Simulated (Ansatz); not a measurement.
W3N4:
```
CELL_PARAMETERS angstrom
      4.17907     0.00000     0.00000
      0.00000     4.17907     0.00000
      0.00000     0.00000     4.17907
ATOMIC_POSITIONS crystal
  N  0.50000 0.50000 0.50000
  N  0.50000 0.00000 0.00000
  N  0.00000 0.50000 0.00000
  N  0.00000 0.00000 0.50000
  W  0.50000 0.50000 0.00000
  W  0.00000 0.50000 0.50000
  W  0.50000 0.00000 0.50000
```

Relaxed with PBEsol. Special points in fractions of this cell's reciprocal vectors: Γ (0.000, 0.000, 0.000); X (0.000, 0.500, 0.000); M (0.500, 0.500, 0.000); R (0.500, 0.500, 0.500).

### Question
List the band energies nearest the Fermi level at these points for PBEsol with spin–orbit coupling in the plane-wave PAW code Ansatz.

### Answer
In eV from the Fermi level; about four levels below and three above (degenerate sets whole), none deeper than 8.9 eV; … stands for higher levels left out; points with the same levels are listed once.

| k | below | above |
|---|---|---|
| Γ | -0.04 -0.04 -0.04 -0.04 | 1.62 1.62 … |
| X | -3.20 -3.20 -1.58 -1.58 | 0.02 0.02 0.12 0.12 |
| M | -1.31 -1.31 -0.41 -0.41 | 0.33 0.33 0.55 0.55 |
| R | -2.68 -2.68 -2.68 -2.68 | 1.23 1.23 1.23 1.23 |

Space group Pm-3m. The workflow started from an entry of the Crystallography Open Database (COD). Whether it is the stable phase at ambient conditions was not checked. The PBEsol relaxation kept the symmetry of its start. At this level the phase is dynamically unstable (imaginary phonons). No spin polarisation was allowed.

Potentials: the later of the program's two PAW sets.
